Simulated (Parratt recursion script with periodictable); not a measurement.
Sharing the period between Si and Mo in a mirror for 13.5 nm

```
layer, from the top  thickness (Å)  density (g/cm³)  rms roughness of its top face (Å)  δ at 13.5 nm  β at 13.5 nm
-------------------  -------------  ---------------  ---------------------------------  ------------  ------------
Si (in each period)         varied            2.313                                  3  9.927 × 10⁻⁴      0.001813
Mo (in each period)         varied           10.026                                  3       0.07476      0.006314
Si (substrate)                   –            2.313                                  3  9.927 × 10⁻⁴      0.001813
```

The refractive index is n = 1 − δ + iβ; the runs take δ and β at each wavelength of the scan. Vacuum lies above.

Densities are inputs, not measurements. They were set from computed cells of the Materials Project: Si from entry mp-149 (Fd-3m, 2.313 g/cm³); Mo from entry mp-129 (Im-3m, 10.026 g/cm³). A layer's crystal structure does not enter its constants, only its composition and density.

Method: EUV and soft X-ray reflectivity, Parratt recursion, Névot-Croce roughness, Henke tables (Parratt recursion script with periodictable 1.7.1).

Light falls at α = 6° from the surface normal. R is the mean of s and p polarisation. The wavelength is scanned from 12.42 to 14.58 nm in 161 evenly spaced points, without smoothing. The peak is the highest scan point; its wavelength and height come from a parabola through R at that point and its two neighbours.

The pair is repeated 50 times. The runs differ in the two thicknesses alone; Γ is the share of Mo in the period D.

| Si (Å) | Mo (Å) | Γ | peak λ (nm) | peak R (%) |
|---|---|---|---|---|
| 55.8 | 13.9 | 0.20 | 13.673 | 63.4 |
| 41.8 | 27.9 | 0.40 | 13.538 | 72.2 |
| 34.9 | 34.9 | 0.50 | ? | ? |
| 27.9 | 41.8 | 0.60 | 13.345 | 67.5 |

### Question
Estimate the peak wavelength and height at Γ = 0.50.

### Answer
Wavelength: with δ̄ the thickness-weighted δ at 13.5 nm and α the angle from the normal (sin²α = 0.0109), λ ≈ 2D[(1 − δ̄)² − sin²α]^½.

| Γ | D (Å) | δ̄ | λ by hand (nm) | run minus hand (nm) |
|---|---|---|---|---|
| 0.40 | 69.7 | 0.0305 | 13.436 | 0.102 |
| 0.50 | 69.8 | 0.0379 | 13.352 | to find |
| 0.60 | 69.7 | 0.0452 | 13.230 | 0.115 |

The difference, interpolated in Γ, is 0.109 nm, so λ ≈ 13.352 + 0.109 = 13.461 nm.

Height: the parabola through the rows at Γ = 0.20, 0.40, 0.60 has weights −0.125, 0.750, 0.375 at Γ = 0.50, which give 71.5 %.

The run gave 13.461 nm and 71.0 %, so the estimates miss by 0.000 nm and 0.5 points. Of these 4 runs, Γ = 0.40 has the highest peak.
